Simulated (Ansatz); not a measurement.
A trial cell of HfBr₃F, before relaxation:

```cif
data_structure
_symmetry_space_group_name_H-M 'P4_2/mmc'
_symmetry_Int_Tables_number 131
_cell_length_a 5.0747
_cell_length_b 5.0747
_cell_length_c 10.1006
_cell_angle_alpha 90.000
_cell_angle_beta 90.000
_cell_angle_gamma 90.000
_cell_volume 260.12
loop_
_atom_site_label
_atom_site_type_symbol
_atom_site_symmetry_multiplicity
_atom_site_Wyckoff_symbol
_atom_site_fract_x
_atom_site_fract_y
_atom_site_fract_z
_atom_site_occupancy
Hf1 Hf 2 a 0.00000 0.00000 0.00000 1
Br1 Br 2 b 0.50000 0.50000 0.00000 1
Br2 Br 4 i 0.00000 0.50000 0.28158 1
F1 F 2 f 0.50000 0.50000 0.25000 1
```

All numbers below come from DFT PBE, scalar-relativistic, plane waves, PAW (Ansatz). Cutoff 420 eV, Gaussian smearing, Γ-centred meshes. Cell and atoms relax first on a coarse mesh and then on a finer one. In between, the cell is made exact in the group found at 0.06 Å. In metals the finer mesh still leaves noise of several meV/atom or more. The steps can't lower the symmetry of their start. No spin polarisation.

A guess keeps its type if space group and coordination stay and the shape of the cell changes little (axis ratios within about 15 %, angles within 6°); the volume may change.

Question: Does this structure survive the relaxation?

Answer: It doesn't keep its type. The symmetry stays P4_2/mmc (No. 131). The volume per atom stays near 26.0 Å³. The shortest distance goes from 2.53 Å (Br–F) to 2.73 Å (Br–F). The ratio c/a of the conventional cell changes by a factor of 2.10. Counting neighbours within 15 % of an atom's shortest distance, the start has Br 2, F 6, Hf 12 and the end Br 6/8, F 4, Hf 8. In detail, at the end Hf is surrounded by 4 Br at 2.80 Å and 4 Br at 3.00 Å; around Br on a site of symmetry mmm lie 4 Hf at 2.80 Å and 4 Br at 3.00 Å; F is surrounded by 4 Br at 2.73 Å (long against covalent radii, as for large ions); 1 more site not described.

Space group P4_2/mmc (No. 131). a = 3.961 Å, b = 3.961 Å, c = 16.553 Å, α = 90.00°, β = 90.00°, γ = 90.00°
| atom | site | symmetry | x | y | z |
| --- | --- | --- | --- | --- | --- |
| Hf | 2a | mmm. | 0.0000 | 0.0000 | 0.0000 |
| Br | 2b | mmm. | 0.5000 | 0.5000 | 0.0000 |
| Br | 4i | 2mm. | 0.0000 | 0.5000 | 0.3639 |
| F | 2f | -4m2 | 0.5000 | 0.5000 | 0.2500 |

The last run used a 10×10×4 mesh (in the run's order of axes) for its 10-atom cell and Gaussian smearing of 0.10 eV. These runs have no spin–orbit coupling, which can matter for Hf. A structure relaxed within its symmetry needn't be a true minimum.

In counts of neighbours, a slash parts the counts of unlike sites.
